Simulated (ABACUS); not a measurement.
Input and output of a self-consistent single point for SiNi₂ (P6_3/mmc, 6 atoms in the cell; from Materials Project mp-507, changed as shown) (ABACUS).

Method: PBEsol, numerical atomic orbitals DZP (confined pseudo-atomic orbitals; energy shift 0.01 Ry), PseudoDojo 0.4 standard norm-conserving PBEsol (tails mended) pseudopotentials (ABACUS).

The change in words: lattice scaled by 0.97. Reference geometry (P6_3/mmc):
```yaml
crystal:
  lattice:
    - [3.87261, 0.00000, 0.00000]
    - [-1.93630, 3.35378, 0.00000]
    - [0.00000, 0.00000, 4.91621]
  atoms:
    - { symbol: Si, position: [0.66667, 0.33333, 0.25000] }
    - { symbol: Si, position: [0.33333, 0.66667, 0.75000] }
    - { symbol: Ni, position: [0.33333, 0.66667, 0.25000] }
    - { symbol: Ni, position: [0.66667, 0.33333, 0.75000] }
    - { symbol: Ni, position: [0.00000, 0.00000, 0.50000] }
    - { symbol: Ni, position: [0.00000, 0.00000, 0.00000] }
```

Reference input (self-consistent single point, DFT, PBEsol, numerical atomic orbitals DZP (confined pseudo-atomic orbitals; energy shift 0.01 Ry), PseudoDojo 0.4 standard norm-conserving PBEsol (tails mended) pseudopotentials): basis = DZP numerical atomic orbitals, energy shift 0.01 Ry; KPT = Gamma 8 8 6 0 0 0; basis_type = lcao; dft_functional = PBESOL; ecutwfc = 100 Ry; smearing_method = mv; smearing_sigma = 0.00734986 Ry; potentials = PseudoDojo 0.4 standard norm-conserving PBEsol (tails mended); symmetry = 1; symmetry_prec = 1e-05; ks_solver = scalapack_gvx; scf_nmax = 100. This run's input differs from it in these lines:

```diff
@@ -33,5 +33,5 @@
 LATTICE_VECTORS
-   3.8726100000    0.0000000000    0.0000000000
-  -1.9363050000    3.3537790000    0.0000000000
-   0.0000000000    0.0000000000    4.9162100000
+   3.7564320000    0.0000000000    0.0000000000
+  -1.8782160000    3.2531660000    0.0000000000
+   0.0000000000    0.0000000000    4.7687240000
 
@@ -43,4 +43,4 @@
 2
-   1.9363069363    1.1179252154    1.2290525000 1 1 1
-  -0.0000019363    2.2358537846    3.6871575000 1 1 1
+   1.8782178782    1.0843875823    1.1921810000 1 1 1
+  -0.0000018782    2.1687784177    3.5765430000 1 1 1
 
@@ -49,5 +49,5 @@
 4
-  -0.0000019363    2.2358537846    1.2290525000 1 1 1
-   1.9363069363    1.1179252154    3.6871575000 1 1 1
-   0.0000000000    0.0000000000    2.4581050000 1 1 1
+  -0.0000018782    2.1687784177    1.1921810000 1 1 1
+   1.8782178782    1.0843875823    3.5765430000 1 1 1
+   0.0000000000    0.0000000000    2.3843620000 1 1 1
    0.0000000000    0.0000000000    0.0000000000 1 1 1
```

Output (repeated stretches shortened):

```
 SELF-CONSISTENT
 -------------------------------------------

                  longest orb rcut (Bohr) = 6.9
   longest nonlocal projector rcut (Bohr) = 1.94
                     search radius (Bohr) = 17.7

                          real space grid = [ 45, 45, 60 ]
                                 init_chg = atomic

 LCAO ALGORITHM --------------- ION=   1  ELEC=   1--------------------------------

 Density error is 0.028992408465
 E_KohnSham     -1357.8919043962     -18475.0671678591
 E_Fermi        1.4449692612         19.6598153877

 LCAO ALGORITHM --------------- ION=   1  ELEC=   2--------------------------------

   [... lines left out ...]

   [... 7 blocks of this kind left out ...]

 LCAO ALGORITHM --------------- ION=   1  ELEC=  10--------------------------------

 Density error is 2.98603489027e-07
 E_KohnSham     -1358.0105162944     -18476.6809655250
 E_Fermi        1.4788362699         20.1205996791

 LCAO ALGORITHM --------------- ION=   1  ELEC=  11--------------------------------

 Density error is 9.92558400228e-09
 E_KohnSham     -1358.0105162946     -18476.6809655278
 E_KS(sigma->0) -1358.0105118019     -18476.6809044020
 E_entropy(-TS) -0.0000089853        -0.0001222516
 E_Fermi        1.4788365749         20.1206038293
 charge density convergence is achieved
 final etot is -18476.680966 eV
 EFERMI = 20.120603829 eV

 STATE ENERGY(eV) AND OCCUPATIONS    NSPIN == 1
   [... 47 lines left out ...]

 TOTAL-FORCE (eV/Angstrom)
                       Si1         0.0000000000         0.0000000000         0.0000000000
                       Si2         0.0000000000         0.0000000000         0.0000000000
                       Ni1         0.0000000000         0.0000000000         0.0000000000
                       Ni2         0.0000000000         0.0000000000         0.0000000000
                       Ni3         0.0000000000         0.0000000000         0.0000000000
                       Ni4         0.0000000000         0.0000000000         0.0000000000

 TOTAL-STRESS (KBAR)
       242.1489707768        -0.0000000000         0.0000000000
         0.0000000000       242.1489022355         0.0000000000
         0.0000000000        -0.0000000000       199.2679667607
 TOTAL-PRESSURE: 227.855280 KBAR

 --------------------------------------------
 !FINAL_ETOT_IS -18476.6809655278448190 eV
 --------------------------------------------
```

The run converged in 11 iterations. Against the reference run the free energy rises by 52.1 meV/atom and the pressure goes from -2.88 to 22.79 GPa.

The atom-centred basis is finite, which shifts total energies and pressures against plane waves. The run has no spin polarisation, so moments on Ni cannot form. This run is one point of a test of settings, so its values need not be converged; read them against the reference run alone. The structure comes from a collection of computed structures, made at another level of theory; the collection holds predicted forms beside known ones. No clean gap shows at this smearing width and mesh (spacing up to 0.24 Å⁻¹); the mesh is coarse for partly filled bands, so the values carry mesh errors. At this pressure the cell is far from its equilibrium volume at this level.

Cost on one core: around 40 core-seconds (rough).

The atomic orbitals were generated for these runs; they are not ABACUS's published sets and were checked against plane waves on a few crystals only.

“Tails mended”: in these copies of the files the far tail of each local potential was reset to the Coulomb form.
